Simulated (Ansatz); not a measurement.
The relaxed structure here is a generated cell of Nb: the first start was made by placing the elements on the sites of a structure type, and the end was not matched to a known phase here, so it may be hypothetical. Known forms of Nb include space group No. 229.

One starting cell of Nb (a generated cell, Nb built in the beta-Sn structure type) was relaxed twice with Ansatz (plane waves, PAW, scalar-relativistic): with r2SCAN at 500 eV and with PBE at 420 eV. The r2SCAN result:

```yaml
crystal:
  lattice:
    - [-2.59144, 2.59144, 1.41507]
    - [2.59144, -2.59144, 1.41507]
    - [2.59144, 2.59144, -1.41507]
  atoms:
    - { symbol: Nb, position: [0.75000, 0.25000, 0.50000] }
    - { symbol: Nb, position: [0.00000, 0.00000, 0.00000] }
```

| quantity | r2SCAN | PBE |
|---|---|---|
| space group | I4₁/amd | I4₁/amd |
| volume (Å³/atom) | 19.01 | ? |
| a (Å) | 5.183 | ? |
| c (Å) | 2.830 | ? |
| gap (eV, no spin-orbit coupling) | 0.00 | ? |

Problem. Fill in the PBE column.

Solution. 
- volume (Å³/atom), PBE: 19.18
- a (Å), PBE: 5.196
- c (Å), PBE: 2.842
- gap (eV, no spin-orbit coupling), PBE: 0.00

Both levels end in the same structure; PBE's volume is 0.9 % larger. Neither column is exact.

No spin polarisation in the result.

The run could not lose the symmetry of its start, so the end can be a saddle point.

All atoms sit on sites fixed by symmetry, so only the cell could relax.

Ansatz is an electronic-structure program.
